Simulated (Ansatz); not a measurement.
ScAlN2:
```xyz
4
Lattice="3.3227 0.0000 0.0000 -1.6613 2.8775 0.0000 0.0000 0.0000 5.1689" Properties=species:S:1:pos:R:3 pbc="T T T"
Sc     0.0000     1.9184     5.1212
N      0.0000     1.9184     2.1104
Al     1.6613     0.9592     2.6052
N      1.6613     0.9592     4.4809
```

Relaxed with r²SCAN.

Task: Give the Bader charges and basin volumes of the independent atoms, DFT-r²SCAN in the program Ansatz with PAW potentials.

Result: 

| atom | Bader charge (e) | Bader volume (Å³) |
|---|---|---|
| Sc1 | +1.87 | 9.5 |
| N2 | -2.33 | 19.4 |
| Al3 | +2.46 | 4.3 |
| N4 | -1.99 | 16.3 |

Space group P3m1. The start of the workflow was typed in or built on a structure type; neither database checked (COD, Materials Project) lists it. Whether it is the stable phase at ambient conditions was not checked. The r²SCAN relaxation kept the symmetry of its start; whether a distortion lowers the energy is not shown. The run is not spin-polarised.

Potentials: the earlier of the program's two PAW sets.
